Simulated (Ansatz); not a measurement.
Data:

ZrGe:
Space group Fm-3m (No. 225); a = 5.479 Å, b = 5.479 Å, c = 5.479 Å, α = 90.00°, β = 90.00°, γ = 90.00°

| atom | site | symmetry | x | y | z |
|---|---|---|---|---|---|
| Ge | 4a | m-3m | 0.0000 | 0.0000 | 0.0000 |
| Zr | 4b | m-3m | 0.5000 | 0.5000 | 0.5000 |
(The calculation used a cell of 2 atoms; values per cell refer to that cell.)

This is the PBE-relaxed structure.

### Question
All from PBE (plane waves, PAW; program Ansatz), unless another level is named. Give the electronic character.

### Answer
metallic (no gap).

### Question
And the density of states at the Fermi level?

### Answer
0.22 states/eV per atom (mean over ±0.08 eV).

### Question
Predict the formation energy from the elements (no fitted shifts).

### Answer
-753 meV/atom.

The cell is a constructed one: a structure type filled with these elements; neither database checked (COD, Materials Project) lists it. Whether it is the stable phase at ambient conditions was not checked. The cell was relaxed with PBE under the symmetry of its start; its stability against distortions is not shown here. No spin polarisation was allowed. The references are the lowest solids computed at this level, not always the standard phases. Spin–orbit coupling is left out wherever it is not named.

Potentials: the later of the program's two PAW sets.
